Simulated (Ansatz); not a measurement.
Theory: DFT PBE, scalar-relativistic, plane waves, PAW, and for the lanthanide a 4f-in-core norm-conserving potential (Ansatz 0.2.0). Settings: cutoff 660 eV, Γ-centred meshes spaced at most about 0.3 Å⁻¹, and about 0.25 Å⁻¹ or finer for metals (2π included), Gaussian smearing. No spin polarisation in the final relaxations.

Temperature and zero-point effects are left out. All come from trial cells, and lower structures may exist.

Problem. These unrelaxed guesses for RbPrSn are each relaxed within their symmetry. Order them by the energy at which they end, lowest first.
A.

```
Rb Pr Sn
1.0
     4.96553    0.00000    0.00000
    -2.48277    4.30028    0.00000
     0.00000    0.00000    4.93500
Rb Pr Sn
1 1 1
Direct
  0.33333 0.66667 0.50000
  0.00000 0.00000 0.00000
  0.66667 0.33333 0.50000
```

B.

```
Rb Pr Sn
1.0
     5.01568    0.00000    0.00000
     0.00000    5.01568    0.00000
     0.00000    0.00000    8.43054
Rb Pr Sn
2 2 2
Direct
  0.00000 0.00000 0.00000
  0.50000 0.50000 0.00000
  0.50000 0.00000 0.67900
  0.00000 0.50000 0.32100
  0.50000 0.00000 0.17500
  0.00000 0.50000 0.82500
```

C.

```
Rb Pr Sn
1.0
     4.45684    0.00000    0.00000
     0.00000    4.48873    0.00000
     0.00000    0.00000    5.48461
Rb Pr Sn
1 1 1
Direct
  0.50000 0.00000 0.00000
  0.00000 0.00000 0.50000
  0.00000 0.50000 0.00000
```

Solution. B (ends in P4/nmm, 0 meV/atom), C (ends in Pmmm, 59 meV/atom), A (ends in P-6m2, 0.34 eV/atom).

With atoms moved at random, P4/nmm came back. Other cells relaxed within their symmetry can be saddle points. Some candidate types were left out of the draw beforehand, so a known form may be missing.

The lanthanide is trivalent by construction, without f bands, f moments or other valences.
